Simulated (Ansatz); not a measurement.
**Ti5Al11: do energies and stresses tell the same story?**

Method: Ansatz 0.2.0, DFT PBEsol, scalar-relativistic, plane waves, PAW.

Plane waves to 420 eV, a k mesh through Γ of 10×10×4 on the computed 16-atom cell and Gaussian smearing (0.10 eV); no spin polarisation.

Relaxed cell: P4mm, a = 3.895 Å, b = 3.895 Å, c = 16.382 Å, α = 90.00°, β = 90.00°, γ = 90.00°, 16 atoms in the primitive cell. Whether it is the stable form of this composition wasn't checked.

Energies at zero smearing and pressures from the stress tensor, at volumes with shape and atoms relaxed:
```csv
V (Å³/atom),E − E(first) (meV/atom),P (GPa)
13.672,0.00,18.68
14.138,-45.72,12.90
14.605,-75.82,7.93
15.071,-92.52,3.66
15.537,-97.68,-0.01
16.003,-92.93,-3.17
16.469,-79.65,-5.88
17.090,-50.75,-8.91
```

Question: Check P = −dE/dV between neighbouring volumes, and get the bulk modulus from the pressures alone.

Answer: With 1 eV/Å³ = 160.2 GPa:
| middle V (Å³/atom) | −ΔE/ΔV (GPa) | mean P (GPa) |
| --- | --- | --- |
| 13.905 | 15.714 | 15.791 |
| 14.371 | 10.350 | 10.416 |
| 14.838 | 5.738 | 5.797 |
| 15.304 | 1.774 | 1.826 |
| 15.770 | -1.634 | -1.589 |
| 16.236 | -4.563 | -4.524 |
| 16.780 | -7.451 | -7.393 |

The two differ by 0.08 GPa at most. The mean of two end pressures misses the average over a step by about ΔV² P″/12, up to 0.07 GPa here; with that taken off 0.01 GPa remains. Around V = 15.537 Å³/atom, the two neighbours give B = −V ΔP/ΔV = 15.537 × 6.83 / 0.932 = 113.8 GPa, against B0 = 113.3 GPa from the Birch–Murnaghan fit of the energies.

Cost: 9 runs of about 60 core-minutes in all, on Oxide Virtual Turin-like Processor (Zen 5) (shared hosts).